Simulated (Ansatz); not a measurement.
Relaxed-ion elastic tensor of ZrIr₃ (Cu3Au type, Pm-3m) in GPa (Voigt order), DFT-LDA in the program Ansatz with PAW potentials; density 18.54 g/cm³, 14.95 Å³ per atom.

```tsv
	1	2	3	4	5	6
1	463	238	238	0.0	0.0	0.0
2	238	463	238	0.0	0.0	0.0
3	238	238	463	0.0	0.0	0.0
4	0.0	0.0	0.0	228	0.0	0.0
5	0.0	0.0	0.0	0.0	228	0.0
6	0.0	0.0	0.0	0.0	0.0	228
```

### Question
Is the crystal mechanically stable?

### Answer
Yes: the smallest eigenvalue of C is 226 GPa.

### Question
Work out the Voigt, Reuss and Hill averages.

### Answer
K_V = 313, K_R = 313, K_H = 313; G_V = 182, G_R = 162, G_H = 172 GPa.

### Question
Give Young's modulus, Poisson's ratio, Pugh's ratio and the universal anisotropy index.

### Answer
E = 9KG/(3K + G) = 436 GPa; ν = 0.27; K/G = 1.82 (near the Pugh limit of 1.75, no verdict); A_U = 5G_V/G_R + K_V/K_R − 6 = 0.62.

### Question
Estimate the sound speeds and the Debye temperature.

### Answer
v_l = √((K + 4G/3)/ρ) = 5410 m/s, v_t = √(G/ρ) = 3050 m/s, mean 3390 m/s; Θ = (h/k)(3n/4πV)^(1/3) v_m = 410 K.

### Question
Give the Zener ratio and Young's modulus along [100], [110] and [111].

### Answer
A = 2C44/(C11 − C12) = 2.02; 1/E = S11 − 2(S11 − S12 − S44/2)Γ with Γ = 0, 1/4, 1/3 gives 302, 457, 551 GPa.

### Question
Solve the Christoffel equation for the three sound speeds along [100], [110], [111].

### Answer
Eigenvalues of C_ijkl n_j n_l equal ρv². In km/s, slowest first: [100] 3.51, 3.51, 5.00; [110] 2.47, 3.51, 5.59; [111] 2.86, 2.86, 5.77.

The workflow started from a Materials Project entry (that database holds measured and hypothetical structures alike); the Crystallography Open Database files this formula in space group No. 221, but the cells were not matched. Its standing as an ambient phase is unchecked. Symmetry was held in the LDA relaxation; of distortions, only those at the zone centre were tested. No spin polarisation was allowed. As this level gives no gap, shear constants depend on the k-mesh and smearing (Fermi–Dirac, 0.1 eV here). Scalar-relativistic: spin–orbit coupling is off unless named, which matters more the heavier the elements.

Potentials: the later of the program's two PAW sets.
